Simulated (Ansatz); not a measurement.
RbPbF₃:
```
CELL_PARAMETERS angstrom
      4.78610     0.00000     0.00000
      0.00000     4.78610     0.00000
      0.00000     0.00000     4.78610
ATOMIC_POSITIONS crystal
  Rb 0.00000 0.00000 0.00000
  Pb 0.50000 0.50000 0.50000
  F  0.00000 0.50000 0.50000
  F  0.50000 0.00000 0.50000
  F  0.50000 0.50000 0.00000
```

Relaxed with PBEsol. Special points in fractions of this cell's reciprocal vectors: Γ (0.000, 0.000, 0.000); X (0.000, 0.500, 0.000); M (0.500, 0.500, 0.000); R (0.500, 0.500, 0.500).

**Question.** List the band energies nearest the valence-band maximum at these points for the program Ansatz at the PBEsol with spin–orbit coupling level (PAW).

**Answer.** In eV from the valence-band maximum; about four levels below and three above (degenerate sets whole), none deeper than 8.9 eV; points with the same levels are listed once.

```
k                              below                          above
-  ---------------------------------  -----------------------------
Γ            -3.81 -3.81 -3.81 -3.81            3.60 3.60 4.96 4.96
X            -3.86 -3.86 -2.09 -2.09            2.66 2.66 4.87 4.87
M            -3.57 -3.57 -0.97 -0.97            2.55 2.55 3.83 3.83
R  -3.55 -3.55 -3.55 -3.55 0.00 0.00  1.61 1.61 3.17 3.17 3.17 3.17
```

Space group Pm-3m (cubic perovskite). The workflow started from a Materials Project entry (that database holds measured and hypothetical structures alike); the Crystallography Open Database copy checked does not list it. Whether it is the stable phase at ambient conditions was not checked. The PBEsol relaxation kept the symmetry of its start; its stability against distortions is not shown here.

Potentials: the later of the program's two PAW sets.
